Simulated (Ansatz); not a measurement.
# Bands of YPd3

```xyz
4
Lattice="4.0999 0.0000 0.0000 0.0000 4.0999 0.0000 0.0000 0.0000 4.0999" Properties=species:S:1:pos:R:3 pbc="T T T"
Y     0.0000    0.0000    0.0000
Pd    2.0500    2.0500    0.0000
Pd    2.0500    0.0000    2.0500
Pd    0.0000    2.0500    2.0500
```

Atom numbers follow the list: Y1, Pd2, Pd3, Pd4.

The cell is the one relaxed in the Materials Project (mp-559), not relaxed further here; entries there can be hypothetical.

Spin polarisation is left out, and whether a magnetic state lies lower isn't shown here.

Computed with DFT, PBEsol, all-electron LAPW, scalar-relativistic in Ansatz 0.2.0.

The runs use a Γ-centred 10×10×10 k mesh, Fermi–Dirac smearing of 0.05 eV, basis error target 1 meV/atom, no spin polarisation.

Points in fractions of the reciprocal vectors of this cell: Γ (0, 0, 0), X (0, 0.5, 0), M (0.5, 0.5, 0), R (0.5, 0.5, 0.5). The path joins them by straight lines in the order Γ–X–M–Γ–R–X–R–M; legs that retrace an earlier one aren't tabulated. Energies are in eV from the Fermi level.

Metal or insulator at this level of theory?

No gap opens: metallic or semimetallic.

Tabulate bands 37 to 43, counted from the lowest band of the run, along the path.


```tsv
k (1/Å)	point	band 37	band 38	band 39	band 40	band 41	band 42	band 43
0.00	Γ	-0.44	-0.01	-0.01	-0.01	3.53	3.53	3.53
0.11		-0.47	-0.12	-0.12	-0.01	2.90	3.51	3.51
0.22		-0.57	-0.40	-0.40	-0.01	2.06	3.39	3.39
0.33		-0.78	-0.78	-0.71	-0.01	1.17	3.15	3.15
0.44		-1.19	-1.03	-0.81	-0.01	0.28	2.85	2.85
0.55		-1.50	-1.24	-0.83	-0.52	-0.01	2.56	2.56
0.66		-1.58	-1.44	-1.14	-0.82	-0.01	2.35	2.35
0.77	X	-1.58	-1.53	-1.40	-0.81	-0.01	2.28	2.28
0.88		-1.58	-1.52	-1.23	-0.85	-0.08	2.27	2.33
0.99		-1.58	-1.48	-1.00	-0.97	-0.28	2.23	2.48
1.09		-1.58	-1.45	-1.14	-0.79	-0.53	2.17	2.60
1.20		-1.57	-1.49	-1.35	-0.80	-0.65	2.11	2.39
1.31		-1.64	-1.56	-1.54	-1.04	-0.61	2.05	2.18
1.42		-1.85	-1.68	-1.54	-1.20	-0.67	2.02	2.05
1.53	M	-1.75	-1.75	-1.53	-1.26	-0.72	2.00	2.00
1.69		-1.79	-1.71	-1.56	-1.14	-0.60	1.98	2.12
1.84		-1.66	-1.61	-1.48	-0.88	-0.30	1.96	2.37
2.00		-1.45	-1.34	-1.15	-0.60	0.15	1.99	2.67
2.15		-1.13	-1.08	-0.85	-0.35	0.90	2.13	3.06
2.31		-0.88	-0.60	-0.58	-0.17	1.91	2.43	3.40
2.46		-0.51	-0.21	-0.18	-0.05	2.90	2.92	3.49
2.62	Γ	-0.44	-0.01	-0.01	-0.01	3.53	3.53	3.53
2.81		-0.55	-0.28	-0.28	-0.07	2.90	2.94	2.94
3.00		-0.97	-0.97	-0.90	-0.16	1.80	2.52	2.52
3.18		-1.41	-1.24	-1.24	-0.22	0.87	2.29	2.29
3.37		-1.92	-1.40	-1.40	-0.26	0.49	2.14	2.14
3.56		-1.27	-1.27	-1.16	-0.29	0.79	2.03	2.03
3.75		-0.65	-0.65	-0.32	0.04	1.41	1.89	1.89
3.94	R	-0.32	-0.32	-0.32	0.78	1.80	1.80	1.80
4.10		-0.57	-0.52	-0.33	0.26	1.43	1.87	1.92
4.25		-1.19	-0.96	-0.52	-0.37	0.65	2.04	2.23
4.41		-1.70	-1.42	-1.09	-0.42	-0.10	2.24	2.44
4.56		-1.62	-1.48	-1.46	-0.53	-0.44	2.45	2.49
4.72		-1.62	-1.56	-1.15	-0.82	-0.36	2.42	2.42
4.87		-1.59	-1.52	-1.13	-0.90	-0.14	2.32	2.33
5.03	X	-1.58	-1.53	-1.40	-0.81	-0.01	2.28	2.28
6.11	R	-0.32	-0.32	-0.32	0.78	1.80	1.80	1.80
6.22		-0.42	-0.42	-0.35	0.49	1.61	1.83	1.83
6.33		-0.69	-0.69	-0.45	-0.08	1.14	1.89	1.89
6.44		-1.04	-1.04	-0.69	-0.60	0.59	1.94	1.94
6.55		-1.42	-1.42	-1.29	-0.78	0.06	1.97	1.97
6.66		-1.73	-1.73	-1.60	-0.99	-0.36	1.99	1.99
6.77		-1.76	-1.76	-1.55	-1.17	-0.63	2.00	2.00
6.88	M	-1.75	-1.75	-1.53	-1.26	-0.72	2.00	2.00
```
